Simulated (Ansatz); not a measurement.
W, DFT, PBEsol, all-electron LAPW, scalar-relativistic (Ansatz 0.2.0), run on 1 thread of Intel(R) Xeon(R) Platinum 8488C (Sapphire Rapids) on a shared host.

The cell comes from COD entry 1534935, which wasn't checked; take it as a given geometry. The listed cell was then made from it by scaling, straining or moving an atom.

Command: `ansatz run input.yaml --threads 1 --pin off --max-ram 3072MiB --backend cpu --events-out ev --progress --plain --runs-dir out`

```yaml
crystal:
  lattice:
    - [0.0, 2.0698140295, 2.0698140295]
    - [2.0698140295, 0.0, 2.0698140295]
    - [2.0698140295, 2.0698140295, 0.0]
  atoms:
    - { symbol: W, position: [0.0, 0.0, 0.0] }
kpoints:
  mp_grid: { grid: [14, 14, 14] }
  band_path:
    path:
      - [0.0, 0.0, 0.0]
      - [0.5, 0.0, 0.5]
      - [0.625, 0.25, 0.625]
      - [0.375, 0.375, 0.75]
      - [0.0, 0.0, 0.0]
      - [0.5, 0.5, 0.5]
      - [0.5, 0.25, 0.75]
      - [0.5, 0.0, 0.5]
    npoints: 5
scf:
  occupations: { method: fermi_dirac, width: 0.05 }
hamiltonian:
  xc: pbesol
  pseudopotentials: { kind: all_electron, lapw: { basis_error: 0.001 } }
output:
  forces: true
  stress: true
  eigenvalues: true
```

**Question.** How large is the problem that the program sets up?

**Answer.** 104 irreducible k-points, 169 plane waves at Γ, 23 bands.

**Question.** Estimate the wall time and the peak memory.

**Answer.** 9.7 s of wall time for 8 SCF iterations, with a peak of 0.35 GiB. Times on shared machines scatter by tens of per cent.
